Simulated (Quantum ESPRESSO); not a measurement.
## Kohn-Sham bands of TePb2S (R-3m)

```
CELL_PARAMETERS angstrom
     -2.22198     3.84857     0.00000
     -4.44395     0.00000     0.00000
     -2.22198     1.28286     7.25989
ATOMIC_POSITIONS crystal
  Te 0.50000 0.50000 0.50000
  Pb 0.25828 0.25828 0.22515
  Pb 0.74172 0.74172 0.77485
  S  0.00000 0.00000 0.00000
```

Materials Project entry mp-1217283; symmetrised, unrelaxed at this level. Not found in the COD (Crystallography Open Database) copy used; not checked further. Method: LDA plane waves in Quantum ESPRESSO 7.5 (PseudoDojo norm-conserving files, 66 Ry, no spin polarisation, no spin-orbit coupling), Bloch states on a 8×8×8 mesh through Γ, Wannier90 4.0.1. Density: 8×8×8 mesh, Gaussian smearing 0.01 Ry. Spin-orbit coupling is left out although heavy elements are present.

Problem. List the Kohn-Sham levels between −8 and 3.5 eV relative to the valence-band maximum at the high-symmetry points, as a band run of pw.x on that density gives them (levels within 2 meV counted together).

Solution. 
```csv
point,k (reciprocal lattice),levels (eV)
Γ,0.000 0.000 0.000,"-6.04, -1.83 (×2), -1.46, -0.59 (×2), 0.00, 0.65, 1.63 (×2)"
T,0.000 0.000 0.500,"-7.48, -6.89, -1.83 (×2), -0.96, -0.81, -0.71 (×2), 2.20, 2.51, 2.63 (×2), 3.01 (×2)"
H_2,-0.313 -0.625 0.187,"-3.60, -3.57, -2.61, -2.25, -1.24, -1.23, 2.20, 2.48, 3.12"
H_0,-0.375 -0.687 -0.187,"-3.60, -3.57, -2.61, -2.25, -1.24, -1.23, 2.20, 2.48, 3.12"
L,0.000 -0.500 0.000,"-7.90, -3.27, -2.99, -2.56, -1.92, -1.83, -1.66, 3.01, 3.05, 3.39, 3.53"
S_0,-0.344 -0.687 -0.344,"-3.85, -3.20, -2.99, -1.99, -1.72, -0.59, 1.64, 2.73, 3.12"
S_2,-0.344 -0.656 0.000,"-3.85, -3.20, -2.99, -1.99, -1.72, -0.59, 1.64, 2.73, 3.12"
F,-0.500 -0.500 0.000,"-7.26, -4.43, -2.87, -2.75, -1.06, -0.92, -0.03, 0.54, 1.67, 1.71"
```
